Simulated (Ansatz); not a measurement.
BaTiO₃ in Ansatz, relaxation

Launch command:

```bash
ansatz run input.yaml --threads 2 --pin off --max-ram 4096MiB --backend cpu --events-out ev --progress --plain --runs-dir out
```

input.yaml:

```yaml
crystal:
  lattice:
    - [8.28537667, 0.0, 0.0]
    - [0.0, 4.14268834, 0.0]
    - [0.0, 0.0, 4.14268834]
  atoms:
    - { symbol: O, position: [0.0, 0.0, 0.5] }
    - { symbol: O, position: [0.5, 0.0, 0.5] }
    - { symbol: O, position: [0.25, 0.0, 0.0] }
    - { symbol: O, position: [0.75, 0.0, 0.0] }
    - { symbol: O, position: [0.0, 0.5, 0.0] }
    - { symbol: O, position: [0.5, 0.5, 0.0] }
    - { symbol: Ti, position: [0.25, 0.5, 0.5] }
    - { symbol: Ti, position: [0.75, 0.5, 0.5] }
    - { symbol: Ba, position: [0.0, 0.0, 0.0] }
    - { symbol: Ba, position: [0.5, 0.0, 0.0] }
kpoints:
  mp_grid: { grid: [3, 6, 6], shift: [0, 0, 0] }
magnetization:
  spin_polarized: true
scf:
  occupations: { method: fermi_dirac }
  lower_state_search: "off"
hamiltonian:
  pseudopotentials: { kind: paw }
  xc: r2scan
basis:
  ecutwfc: 500
  fft_grid_basis: typed
relax:
  max_steps: 40
  cell: { p_target: 0.0 }
output:
  forces: true
  stress: true
  eigenvalues: true
  bader: true
  populations: true
  elf: true
  write_potential: true
  volumetric_format: npy
  dos:
    e_range: [-12, 8]
    de: 0.05
    projected: { site_lists: { Ba: [Ba], O: [O], Ti: [Ti] } }
  write_density: true
checkpoint:
  read: saved_state
```

Origin of the cell: a database entry, scaled a little.

The smearing width isn't typed, so it takes its default of 0.1 eV.

The saved state is a converged single point of the same cell, with its larger moments on Ti7 up, Ti8 up.

Steps («new basis» is an SCF on plane waves selected anew at the same cell):

```tsv
step	ΔF (meV/atom)	max force component (eV/Å)	P (GPa)	volume (Å³)	SCF iterations	step was
1	0.0	0.000	34.74	142.19	16	accepted
2	-302.0	0.000	12.07	164.02	9	accepted
3	-367.9	0.000	3.21	178.58	9	accepted
4	-374.5	0.000	0.56	184.51	8	accepted
5	-374.7	0.000	0.00	185.92	7	accepted
6	-378.3	0.000	0.27	185.92	8	new basis
7	-378.4	0.000	0.02	186.60	6	accepted
8	-378.4	0.000	0.02	186.60	6	new basis
```

The starting structure.

Space group Pm-3m (No. 221); the run's cell has a = 8.285 Å, b = 4.143 Å, c = 4.143 Å, α = 90.00°, β = 90.00°, γ = 90.00°. Shortest distances: Ba–O 2.07 Å, O–O 2.93 Å, O–Ti 2.93 Å, Ba–Ti 3.59 Å.

After:

Space group Pm-3m (No. 221); the run's cell has a = 9.071 Å, b = 4.536 Å, c = 4.536 Å, α = 90.00°, β = 90.00°, γ = 90.00°. Shortest distances: Ba–O 2.27 Å, O–O 3.21 Å, O–Ti 3.21 Å.

```
CELL_PARAMETERS angstrom
9.07103 0.00000 0.00000
0.00000 4.53553 0.00000
0.00000 0.00000 4.53553
ATOMIC_POSITIONS crystal
O 0.00000 0.00000 0.50000
O 0.50000 0.00000 0.50000
O 0.25000 0.00000 0.00000
O 0.75000 0.00000 0.00000
O 0.00000 0.50000 0.00000
O 0.50000 0.50000 0.00000
Ti 0.25000 0.50000 0.50000
Ti 0.75000 0.50000 0.50000
Ba 0.00000 0.00000 0.00000
Ba 0.50000 0.00000 0.00000
```

```yaml
Free_energy_lowered_by: 378.4 meV/atom
Volume_change: 31.23 %
Final_pressure: 0.02 GPa
Relaxation_steps_listed: 8
Formation_energy_elements_under_the_same_functional_gases_as_molecules_uncorrected: -0.406 eV/atom
Site_moments_at_the_end_small_spheres_which_read_low: Ti7 +1.9, Ti8 +1.9 μB
Total_moment: 6.01 μB
```

Caveats: the magnetic state was chosen at the start cell and may not be the lowest after relaxing; the relaxation held the start's symmetry, so the end may be a saddle point.

Time: 4.9 min on 2 threads of Arm Neoverse V2, on a shared host, peak memory 1.1 GiB, from a saved density.

Ba sits on the octahedral site here and Ti on the 12-fold one, the reverse of the real perovskite.
